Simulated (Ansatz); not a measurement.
# Computed scan of one atom of the cell: SnO2 (rutile)

SnO2 (rutile)

```
CELL_PARAMETERS angstrom
      4.82756     0.00000     0.00000
      0.00000     4.82756     0.00000
      0.00000     0.00000     3.23791
ATOMIC_POSITIONS crystal
  Sn 0.00000 0.00000 0.00000
  Sn 0.50000 0.50000 0.50000
  O  0.30660 0.30660 0.00000
  O  0.80660 0.19340 0.50000
  O  0.19340 0.80660 0.50000
  O  0.69340 0.69340 0.00000
```

Scan: atom 5 (O, nearest neighbour Sn at 2.089 Å; its periodic images, 3.2 Å or more away, move with it) is displaced along Cartesian [111], direction (0.577, 0.577, 0.577) in Cartesian axes, by s. The other atoms stay.

Level of theory: PBE (plane waves to 420 eV, PAW, scalar-relativistic; Ansatz, a first-principles code). k mesh 6×6×8 (Γ-centred), Fermi-Dirac smearing 0.05 eV. The energy includes the smearing's −TS. Stress and pressure are positive under compression. F∥ is the force on the atom along that direction. F⊥ is the part of the force across the line. SnO2 was relaxed with its symmetry unable to fall. The PAW data are Ansatz's earlier set. The zero of ΔE is the undisplaced structure.

```csv
s (Å),ΔE (meV/cell),|F⊥| (eV/Å),F∥ (eV/Å),P (GPa)
-0.420,531,1.843,2.450,1.65
-0.336,344,1.424,2.004,1.08
-0.252,195,1.027,1.530,0.62
-0.168,87,0.660,1.034,0.28
-0.084,22,0.321,0.521,0.07
0.000,0,0.000,0.000,0.00
0.084,22,0.321,-0.521,0.07
0.168,87,0.660,-1.034,0.28
0.252,195,1.027,-1.530,0.62
0.336,344,1.424,-2.004,1.08
0.420,531,1.843,-2.450,1.65
```

Summary:

```
Property                                                                                                                                          Value
--------------------------------------------------------  ---------------------------------------------------------------------------------------------
Energy at s = 0.420 Å                                                                                                                      531 meV/cell
Force along the line at s = -0.420 Å                                                                                                          2.45 eV/Å
Symmetry of the curve                                                                                                     even: the same for both signs
Shape of the curve                                                                       a single well with its minimum at or next to zero displacement
Force constant k = d²E/ds² at s = 0 (finite differences)                                                                                     6.22 eV/Å²
Harmonic estimate at the end of the scan                  ½ks² = 548 meV/cell against the computed 531 meV/cell, so the well is close to harmonic there
```

(For displaced atoms, the force is minus the slope of the energy, and its curvature is a force constant, which sets phonon frequencies.)
